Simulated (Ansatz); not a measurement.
Pd: electron density at the nuclei under pressure

```xyz
1
Lattice="0.0000 1.9449 1.9449 1.9449 0.0000 1.9449 1.9449 1.9449 0.0000" Properties=species:S:1:pos:R:3 pbc="T T T"
Pd    0.0000    0.0000    0.0000
```

The geometry is COD entry 9008478, unchecked; take it as a test cell.

Spin polarisation is left out, and whether a magnetic state lies lower isn't shown here.

The calculation used DFT, LDA, all-electron PAW with datasets made for the crystal, scalar-relativistic in Ansatz 0.2.0.

Numerical set-up: a Γ-centred 18×18×18 k mesh, Fermi–Dirac smearing of 0.05 eV, cutoff 280 eV (chosen by the program for this cell), no spin polarisation.

The contact density is the mean electron density over the nuclear volume; its changes follow the s electrons' response to bonding and compression. Changes below are taken from the unscaled cell, where it is 862092 e/Å³ at Pd.

Volumes at which the program chose other datasets or cutoffs are left out.

The datasets are made afresh for each cell, so very small changes are uncertain.

**Question.** Does compression raise or lower the contact density at Pd?

**Answer.** It raises it, by 5.10 e/Å³ over the whole range.

**Question.** Tabulate the changes with volume.

**Answer.** 
```
V/V(cell)  P (GPa)  Δρ(0) Pd (e/Å³)
   0.9400      5.5             5.10
   0.9600      0.4             3.11
   0.9800     -4.1             1.16
   0.9900     -6.2             0.21
   1.0000     -8.0             0.00
```
